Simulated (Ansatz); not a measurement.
This guess for TlMo₄F is about to be relaxed.

```
Tl Mo F
1.0
     4.04746    0.00000    0.00000
     0.00000    4.04746    0.00000
     0.00000    0.00000    5.72393
Tl Mo F
1 4 1
Direct
  0.50000 0.50000 0.50000
  0.50000 0.00000 0.72658
  0.00000 0.50000 0.27342
  0.50000 0.00000 0.27342
  0.00000 0.50000 0.72658
  0.00000 0.00000 0.00000
```

Computed with DFT PBE, scalar-relativistic, plane waves, PAW (Ansatz 0.2.0). Cutoff 420 eV, Gaussian smearing, Γ-centred meshes. Cell and atoms relax first on a coarse mesh and then on a finer one. In between, the cell is made exact in the group found at 0.06 Å. In metals the finer mesh still leaves noise of several meV/atom or more. The steps can't lower the symmetry of their start. Collinear spin, starting moments Mo 1.0 (×4) μB; they died out on the coarse mesh, so the last step has no spin.

A guess keeps its type if space group and coordination stay and the shape of the cell changes little (axis ratios within about 15 %, angles within 6°); the volume may change.

**Question.** Does it keep its structure type, or change into something else?

**Answer.** It doesn't keep its type. The symmetry stays P4/mmm (No. 123). The volume per atom grows by 19.2 %, from 15.6 to 18.6 Å³. The shortest distance goes from 2.40 Å (Tl–Mo) to 2.52 Å (Mo–Mo). The ratio c/a of the conventional cell changes by a factor of 1.75. Counting neighbours within 15 % of an atom's shortest distance, the start has F 8, Mo 5, Tl 8 and the end F 8, Mo 6, Tl 8. In detail, at the end Tl has 8 Mo at 3.00 Å and 4 Tl at 3.56 Å; Mo has 4 Mo at 2.52 Å, 2 F at 2.68 Å and 2 Tl at 3.00 Å; F has 8 Mo at 2.68 Å.

Space group P4/mmm (No. 123). a = 3.560 Å, b = 3.560 Å, c = 8.815 Å, α = 90.00°, β = 90.00°, γ = 90.00°
| atom | site | symmetry | x | y | z |
| --- | --- | --- | --- | --- | --- |
| Tl | 1d | 4/mmm | 0.5000 | 0.5000 | 0.5000 |
| Mo | 4i | 2mm. | 0.5000 | 0.0000 | 0.7733 |
| F | 1a | 4/mmm | 0.0000 | 0.0000 | 0.0000 |

Energies over the elements count from the elements' standard structures at the same level (F₂ as a molecule), with no fitted energy shifts.

**Question.** At what energy does it end?

**Answer.** +0.78 eV/atom. The separate elements lie lower, so it is unstable against them.

The last run used a 10×10×4 mesh (in the run's order of axes) for its 6-atom cell and Gaussian smearing of 0.10 eV. These runs have no spin–orbit coupling, which can matter for Tl. Symmetry constrained the relaxation, so the result can be a saddle point. Another cell of TlMo4F relaxed alike, in R3m, lies 169 meV/atom lower, so this cell isn't the stable form at this level.
